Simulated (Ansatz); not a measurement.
This Mg₃CdSe₄ structure is the end of a relaxation. The cell was found from a structure generator's guess, not taken from experiment.

Level of theory: DFT PBE, scalar-relativistic, plane waves, PAW in Ansatz. Cutoff 420 eV, Γ-centred mesh, Gaussian smearing, no spin polarisation.

```
Mg Cd Se
1.0
     5.58050    0.00000    0.00000
     0.00000    5.58050    0.00000
     0.00000    0.00000    5.58050
Mg Cd Se
3 1 4
Cartesian
  2.7903 0.0000 0.0000
  0.0000 0.0000 2.7903
  0.0000 2.7903 0.0000
  2.7903 2.7903 2.7903
  0.0000 2.7903 2.7903
  2.7903 2.7903 0.0000
  0.0000 0.0000 0.0000
  2.7903 0.0000 2.7903
```

The zero of energy is the elements' standard structures at the same level; no fitted shifts are applied.

**Question.** Find its symmetry and describe it.

**Answer.** Pm-3m (No. 221), with Mg and Cd ordered on rock salt sites. Conventional cell: a = 5.581 Å. Around Mg lie 6 Se at 2.79 Å; Cd is surrounded by 6 Se at 2.79 Å; around Se on a site of symmetry 4/mmm lie 2 Cd at 2.79 Å and 4 Mg at 2.79 Å; Se on a site of symmetry m-3m has 6 Mg at 2.79 Å.

**Question.** What is its formation energy per atom?

**Answer.** −1.04 eV/atom. A negative formation energy is needed for stability but isn't enough: competing phases decide.

**Question.** Is it a metal?

**Answer.** There is no gap on the 8×8×8 mesh, but valence and conduction bands overlap by only 0.20 eV, so at this level it is a semimetal.

The last run used an 8×8×8 mesh for its 8-atom cell and Gaussian smearing of 0.10 eV. The zero gap may come from the functional, which often closes small gaps. The reference form of Se is held partly by dispersion forces, which this level lacks. Symmetry constrained the relaxation, so the result can be a saddle point.
